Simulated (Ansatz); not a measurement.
One stationary structure of CeO₂. Space group Fm-3m (No. 225), fluorite type. Method: r2SCAN (plane waves to 500 eV, PAW, scalar-relativistic; Ansatz, a first-principles code).

```xyz
3
Lattice="0.0000 2.7187 2.7187 2.7187 0.0000 2.7187 2.7187 2.7187 0.0000" Properties=species:S:1:pos:R:3 pbc="T T T"
Ce     0.0000     0.0000     0.0000
O      4.0780     4.0780     4.0780
O      1.3593     1.3593     1.3593
```

What is the computed band gap (r2SCAN)?

2.20 eV, indirect (valence top at k = (0, 0.2727, -0.2727), conduction bottom at L) (no spin-orbit coupling).

Estimate the smallest direct gap that r2SCAN returns for this input.

2.30 eV at 25 % of the way from K to Γ.

Give the magnetic moment at the level r2SCAN.

Zero (the starting moments vanished).

No spin polarisation in the result: the starting moments vanished. No Hubbard U is applied. The 4f state was not searched, so a lower electronic state may exist.

Measured for CeO2: a 5.391 Å (0 K or low temperature; as listed in Stimac, Jared C., Goldman, Nir, arXiv (2024)); gap 3 eV (as listed in Fabien Tran et al., Journal of Applied Physics (2019)). Computed minus measured — a: r2SCAN +0.9 %; gap: r2SCAN -0.80 eV. The computed values are for a static lattice, and a measured gap can be an optical one, lowered by exciton binding.

The run could not lose the symmetry of its start; a randomly shaken copy of 6 atoms returns to this structure.
